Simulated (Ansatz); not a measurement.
According to DFT-r²SCAN in the program Ansatz with PAW potentials, Y₃Si₅ in the hexagonal phase (P-62m; Y on 3f, Si on 2d, Si on 3g) relaxes to a = 6.640 Å, c = 4.165 Å. Its formation energy from the elements is -0.72 eV/atom, with no fitted shifts.

Electronic character: metallic (no gap). Gap from r²SCAN with spin–orbit coupling: none (metallic).

An equation-of-state fit gives a bulk modulus of 77.1 GPa. Bader charges are Y +1.58, Si -1.11 to -0.85 e.

The start of the workflow was typed in or built on a structure type; neither database checked (COD, Materials Project) lists it. Its standing as an ambient phase is unchecked. The cell was relaxed with r²SCAN under the symmetry of its start; its stability against distortions is not shown here. No spin polarisation was allowed. The references are the lowest solids computed at this level, not always the standard phases. Spin–orbit coupling is left out wherever it is not named.

Potentials: the later of the program's two PAW sets.
